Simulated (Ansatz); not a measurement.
## TaRe: how the energy converges with the cutoff

TaRe, Cmmm, a = 3.193 Å, b = 4.579 Å, c = 4.444 Å. The structure is a Materials Project entry; whether it is the stable form wasn't checked. Ansatz: PBEsol, PAW, cutoff varied, Γ-centred 16×16×10 mesh on 2 atoms, Gaussian smearing 0.10 eV; no spin polarisation. Single points at one geometry, the cutoff alone changed; ΔE is the energy at zero smearing over the run at 500 eV. The runs up to 350 eV lie under the cutoff recommended for these PAW datasets.

| cutoff (eV) | ΔE (meV/atom) |
| --- | --- |
| 250 | 588.43 |
| 300 | 70.01 |
| 350 | ? |
| 420 | 1.47 |

Q: Assume ΔE falls exponentially with the cutoff, fit y = ln ΔE against x, the cutoff in eV, to the other rows, and predict the missing value.

A: y = 6.377, 4.249, 0.385. Means x = 323.3, y = 3.6703; Σ(Δx)² = 15267, ΣΔxΔy = -529.6; the slope is their ratio. y = 14.89 − 0.03469 x, a factor of ten per 66 eV. At 350 eV this gives ΔE = 15.62 meV/atom. The run gave 8.87, a ratio of 1.76. Between neighbouring rows the decay runs from a factor of ten per 54 eV to one per 90 eV, so one exponential is only a rough guide. The reference at 500 eV isn't the complete basis: by the fit it lies 0.09 meV/atom above it, and every ΔE is lowered by that much, or by more if the decay slows beyond the rows, as it often does.